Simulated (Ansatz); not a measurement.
Si:
```
Si
1.0
    3.83262     0.00000     0.00000
   -1.91631     3.31915     0.00000
    0.00000     0.00000     6.32601
Si
4
Cartesian
  0.00000   2.21277   0.39730
  1.91631   1.10638   5.92871
  1.91631   1.10638   3.56031
  0.00000   2.21277   2.76571
```

Relaxed with HSE06. Special points in fractions of this cell's reciprocal vectors: Γ (0.000, 0.000, 0.000); M (0.500, 0.000, 0.000); K (0.333, 0.333, 0.000); A (0.000, 0.000, 0.500); L (0.500, 0.000, 0.500); H (0.333, 0.333, 0.500).

**Question.** List the band energies nearest the valence-band maximum at these points for DFT-HSE06 in the program Ansatz with PAW potentials.

**Answer.** In eV from the valence-band maximum; about four levels below and three above (degenerate sets whole), none deeper than 8.9 eV; points with the same levels are listed once.

| k | below | above |
|---|---|---|
| Γ | -1.67 -1.67 -0.35 0.00 0.00 | 1.68 2.71 2.71 |
| M | -5.10 -3.36 -3.19 -1.58 | 0.96 3.07 3.66 |
| K | -5.67 -3.89 -3.89 -3.64 | 1.39 6.19 6.42 6.42 |
| A | -1.01 -1.01 -1.01 -1.01 | 2.51 2.51 3.75 3.75 3.75 3.75 |
| L | -2.65 -2.65 -2.65 -2.65 | 1.52 1.52 2.30 2.30 |
| H | -4.89 -4.89 -2.16 -2.16 | 2.23 2.23 4.36 4.36 |

Space group P6_3/mmc. The workflow started from a Materials Project entry (that database holds measured and hypothetical structures alike); the Crystallography Open Database copy checked does not list it. It is not the phase usual at ambient conditions (space group No. 227). The cell was relaxed with HSE06 under the symmetry of its start; whether a distortion lowers the energy is not shown. The hybrid was solved on a coarse mesh, the path and, where they were found, the r²SCAN edge points; its band edges are the extreme levels among these.

Potentials: the earlier of the program's two PAW sets.
